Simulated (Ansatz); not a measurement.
The start is a randomly generated symmetric cell of NbRu (space group No. 129). The structure is fully relaxed (lattice and positions, P = 0) with PBE (plane waves to 420 eV, PAW, scalar-relativistic; Ansatz, a program for electronic structure). The first steps use a coarse 6×6×14 k-mesh.

Input geometry:
```yaml
crystal:
  lattice:
    - [5.52932, 0.00000, 0.00000]
    - [0.00000, 5.52932, 0.00000]
    - [0.00000, 0.00000, 2.22822]
  atoms:
    - { symbol: Nb, position: [0.00000, 0.00000, 0.50000] }
    - { symbol: Nb, position: [0.50000, 0.50000, 0.50000] }
    - { symbol: Ru, position: [0.50000, 0.00000, 0.11883] }
    - { symbol: Ru, position: [0.00000, 0.50000, 0.88117] }
```

Task: How do the shortest distances between atoms change?

Result: The closest pairs of elements (up to four, under 3.6 Å), start → end: Ru–Ru 2.23 → 3.06 Å; Nb–Nb 2.23 → 3.06 Å; Nb–Ru 2.89 → 2.68 Å.

The space group stays P4/nmm (No. 129) (the run could not lower it), with 4 atoms in the primitive cell. Final values are on a 10×10×15 k-mesh of the relaxed cell. The start holds a very short contact (Ru–Ru 2.23 Å). No spin polarisation in the result.

The run could not lose the symmetry of its start, so the end can be a saddle point.

The relaxed structure here is a generated cell of NbRu: the first start was made by a random draw of sites in a space group, and the end was not matched to a known phase here, so it may be hypothetical.
